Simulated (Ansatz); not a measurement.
Relaxed-ion elastic tensor of Be (hcp (Mg type), P6_3/mmc) in GPa (Voigt order), DFT-r²SCAN+D4 in the program Ansatz with PAW potentials; density 1.91 g/cm³, 7.85 Å³ per atom.

```json
[
 {"": "1", "1": "334", "2": "25.4", "3": "2.9", "4": "0.0", "5": "0.0", "6": "0.0"},
 {"": "2", "1": "25.4", "2": "334", "3": "2.9", "4": "0.0", "5": "0.0", "6": "0.0"},
 {"": "3", "1": "2.9", "2": "2.9", "3": "404", "4": "0.0", "5": "0.0", "6": "0.0"},
 {"": "4", "1": "0.0", "2": "0.0", "3": "0.0", "4": "177", "5": "0.0", "6": "0.0"},
 {"": "5", "1": "0.0", "2": "0.0", "3": "0.0", "4": "0.0", "5": "177", "6": "0.0"},
 {"": "6", "1": "0.0", "2": "0.0", "3": "0.0", "4": "0.0", "5": "0.0", "6": "154"}
]
```

Q: Is the crystal mechanically stable?

A: Yes: the smallest eigenvalue of C is 154 GPa.

Q: Work out the Voigt, Reuss and Hill averages.

A: K_V = 126, K_R = 126, K_H = 126; G_V = 171, G_R = 170, G_H = 170 GPa.

Q: Give Young's modulus, Poisson's ratio, Pugh's ratio and the universal anisotropy index.

A: E = 9KG/(3K + G) = 352 GPa; ν = 0.03; K/G = 0.74 (brittle by the Pugh limit of 1.75); A_U = 5G_V/G_R + K_V/K_R − 6 = 0.04.

Q: Estimate the sound speeds and the Debye temperature.

A: v_l = √((K + 4G/3)/ρ) = 13600 m/s, v_t = √(G/ρ) = 9450 m/s, mean 10300 m/s; Θ = (h/k)(3n/4πV)^(1/3) v_m = 1540 K.

Q: Solve the Christoffel equation for the three sound speeds along x, y, z.

A: Eigenvalues of C_ijkl n_j n_l equal ρv². In km/s, slowest first: x 9.00, 9.63, 13.24; y 9.00, 9.63, 13.24; z 9.63, 9.63, 14.56.

Q: How much does each axis shrink under pressure?

A: Linear compressibilities β_i = Σ_j S_ij (j = 1 to 3): x 2.8, y 2.8, z 2.4 per TPa.

Symmetry was held in the r²SCAN+D4 relaxation. The pairwise dispersion correction was not fitted to metals. As this level gives no gap, shear constants depend on the k-mesh and smearing (Fermi–Dirac, 0.1 eV here).

Potentials: the later of the program's two PAW sets.
